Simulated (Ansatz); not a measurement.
## Zone-centre phonons of HgTe at 20 GPa: input and output

Computed with Ansatz, DFT LDA, scalar-relativistic, plane waves, PAW.

Launched with:
```bash
ansatz run input.yaml --threads 1 --pin off --max-ram 3072MiB --backend cpu --events-out ev --progress --plain --runs-dir out
```

Input (bare energies are in eV):
```yaml
crystal:
  lattice:
    - [0.0, 2.9772049413, 2.9772049413]
    - [2.9772049413, 0.0, 2.9772049413]
    - [2.9772049413, 2.9772049413, 0.0]
  atoms:
    - { symbol: Hg, position: [0.0, 0.0, 0.0] }
    - { symbol: Te, position: [0.75, 0.75, 0.75] }
basis:
  ecutwfc: 420
kpoints:
  mp_grid: { grid: [12, 12, 12] }
hamiltonian:
  xc: lda
scf:
  occupations: { method: fermi_dirac, width: 0.15 }
output:
  eigenvalues: true
phonons:
  method: dfpt
  eigenvectors: true
```

Results section of the output:
```
--- Phonons (Γ-DFPT): 2 representative perturbations + reference, on 163 of 1728 k-points (Σ response iterations 6) ---
  k mesh reduced under 8 symmetry operations, with k and −k counted as one. Each operation leaves every solved displacement unchanged or reverses it
  ASR residual: 7.439e-5 → 0.000e0 eV/Å²; symmetrization residual: 4.237e-5 eV/Å²
  ASR residual per site (eV/Å²): 1.43e-5 7.44e-5
  Γ frequencies (cm⁻¹): 0.00 0.00 0.00 183.93 183.93 183.93
  non-analytic LO–TO correction: not included (Born effective charges unavailable; polar crystals: no LO–TO splitting at Γ)
```

It took 60 s on 1 thread of AMD EPYC 7R43 64-Core Processor (Zen 3), with other jobs on the host, peak memory 0.82 GiB.

Without a gap, frequencies and elastic constants depend on the k mesh and the smearing, soft modes and shear constants most. Spin–orbit coupling is left out, which can shift energies with elements as heavy as these. Other phases may be more stable at this pressure.

The bands only touch here, so at this level the crystal is a zero-gap semiconductor or semimetal, not an ordinary metal; spin–orbit coupling, left out, moves these levels but leaves zinc-blende mercury chalcogenides without a gap.